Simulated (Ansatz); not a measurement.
HfN (NiAs type, space group No. 194) under volume change, PBEsol in the plane-wave PAW code Ansatz, shape and atoms relaxed at each volume.

```tsv
V (Å³/atom)	E − E(relaxed) (meV/atom)	P (GPa)
10.389	94.8	32.07
10.732	39.9	19.67
11.074	?	?
11.417	0.0	0.00
11.759	8.5	-7.76
12.102	?	?
12.444	69.4	-20.06
```

**Question.** Complete the blanks.

**Answer.** 
- 11.074, E − E(relaxed) (meV/atom): 9.5
- 11.074, P (GPa): 9.07
- 12.102, E − E(relaxed) (meV/atom): 32.4
- 12.102, P (GPa): -14.39

**Question.** What does a third-order Birch–Murnaghan fit give for V₀, B₀ and B′?

**Answer.** V₀ = 11.42 Å³/atom, B₀ = 279 GPa, B′ = 4.2.

Space group P6_3/mmc (NiAs type). The workflow started from a Materials Project entry (that database holds measured and hypothetical structures alike); the Crystallography Open Database copy checked does not list it. It is not the phase usual at ambient conditions (space group No. 225). The cell was relaxed with PBEsol under the symmetry of its start; its stability against distortions is not shown here. The run is not spin-polarised. Spin–orbit coupling is left out wherever it is not named.

Potentials: the later of the program's two PAW sets.
